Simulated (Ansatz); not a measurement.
LaMnO₃ (space group R-3c)

```xyz
10
Lattice="2.7520 1.5889 4.3987 -2.7520 1.5889 4.3987 0.0000 -3.1778 4.3987" Properties=species:S:1:pos:R:3 pbc="T T T"
La     0.0000     0.0000     9.8970
La     0.0000     0.0000     3.2990
Mn     0.0000     0.0000     6.5980
Mn     0.0000     0.0000     0.0000
O     -1.2148     1.0736     5.4983
O      1.2148    -1.0736     7.6977
O     -0.3224    -1.5889     5.4983
O      0.3224     1.5889     7.6977
O      1.5372     0.5152     5.4983
O     -1.5372    -0.5152     7.6977
```

The slice is a (-1 0 1 2) plane (indices of the conventional cell) through the point (0.309, 0.750, 0.191) (fractional), spanned by u = [100] and v = [0 1 -1] in vectors of this cell: u (5.43 Å) and v (5.50 Å, at 90° to u). It covers one period; positions are fractions (u, v).

Computed with PBEsol (plane waves to 420 eV, PAW, scalar-relativistic; Ansatz, a first-principles code). k mesh 11×11×11. Inside the PAW spheres the values are not all-electron values, and peaks at nuclei hang on which shells count as valence. LaMnO3 is run spin-polarised and with no Hubbard U. LaMnO3 was relaxed with its symmetry unable to fall. Relaxed LaMnO3 ends ferromagnetic. This is one of several known forms of LaMnO3; the measured ambient cells at hand have space group No. 62. Other magnetic orders were not checked, so this need not be the ground state.

Question: Predict the map of the ELF of the down spins on the slice.

Answer: 
```
|xxxx@@@@**::  ::##@@@@xxxxxx@@@@##::  ::##@@@@xx|
|@@@@@@%%--    ::##@@@@xxxxxx@@@@##::  ..++%%@@@@|
|@@@@##--        --%%@@%%xx%%@@@@**::    --**%%@@|
|##++::..--++==::..++@@@@@@@@@@%%==..    ..--++##|
|::..  ==%%@@@@##::..++%%%%%%##++::          ..::|
|    ..##@@xxxx@@==  ..======--..                |
|..  ::%%xxxxxx@@++      ....              ......|
|--....**@@xx@@%%--                    ..::==++++|
|##==..::**####==....------..        ..--**%%%%%%|
|@@%%--  ......  ..++######++::      ::++%%@@@@@@|
|@@@@##::      ::**@@@@@@@@%%++..    --##@@@@@@@@|
|@@@@%%--    ::**%%@@@@@@@@@@##--    --##@@@@@@@@|
|@@@@##--    --##@@@@@@@@@@@@##==..  ::**@@@@@@@@|
|@@%%**::    --##@@@@@@@@@@@@##--      ==##@@@@@@|
|%%**--..    ::**%%@@@@@@@@%%++..        --##%%%%|
|==--..      ..==##%%@@@@%%**....--++==::  ::++++|
|..            ..==**####++..  ==%%@@@@##::  ....|
|                ..::----..  ..##@@xxxx@@++      |
|::::..                      ::%%xxxxxx@@++    ::|
|####++--..            ....  ..**@@xx@@%%--  --**|
|@@@@%%##--        ::--++++--..::**####==..--%%@@|
|@@@@@@%%**..    ::++##%%@@%%++........  ::##@@@@|
|xxxx@@@@##::  ..==%%@@@@@@@@@@**::    ..**@@@@xx|
|xxxx@@@@##::  ::**@@@@xxxxxx@@@@**..  ::##@@@@xx|
```
Scale: ten equal steps from 0.03 (start of ' ') to 0.85 (end of '@'), in the order ' .:-=+*#%@'. Values: ELF of the down spins. The map has 24 points along u (two characters each, u = 0 at the left) and 24 along v (v = 0 in the bottom row). Points within 0.4 Å of a nucleus are blanked (x), as the pseudised field means little there.
